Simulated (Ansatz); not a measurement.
Te2W:
```cif
data_Te4W2
_chemical_formula_sum 'Te4 W2'
_space_group_name_H-M_alt 'P63/mmc'
_space_group_IT_number 194
_space_group_name_Hall '-P 6c 2c'
_cell_length_a 3.47557
_cell_length_b 3.47557
_cell_length_c 13.83360
_cell_angle_alpha 90.000
_cell_angle_beta 90.000
_cell_angle_gamma 120.000
loop_
_atom_site_label
_atom_site_type_symbol
_atom_site_symmetry_multiplicity
_atom_site_Wyckoff_symbol
_atom_site_fract_x
_atom_site_fract_y
_atom_site_fract_z
_atom_site_occupancy
Te1 Te 4 f 0.66667 0.33333 0.11961 1
W1 W 2 c 0.33333 0.66667 0.25000 1
```

This is the LDA-relaxed structure.

Question: All from LDA (plane waves, PAW; program Ansatz), unless another level is named. Give the bulk modulus (Birch–Murnaghan fit).

Answer: 36.8 GPa.

Question: Predict the highest zone-centre frequency (without LO–TO term).

Answer: 248 cm⁻¹.

Space group P6_3/mmc. The workflow started from a Materials Project entry (that database holds measured and hypothetical structures alike); the Crystallography Open Database copy checked does not list it. COD files the formula under space group No. 31. Whether it is the stable phase at ambient conditions was not checked. The cell was relaxed with LDA under the symmetry of its start; its stability against distortions is not shown here. The run is not spin-polarised. A crystal of weakly bound layers computed without a dispersion correction: the cell and the soft elastic constants depend strongly on that. Spin–orbit coupling is left out wherever it is not named.

Potentials: the earlier of the program's two PAW sets. The files were generated under PBE; for other functionals the program regenerates the frozen cores, and for LDA and PBEsol the local potential too.
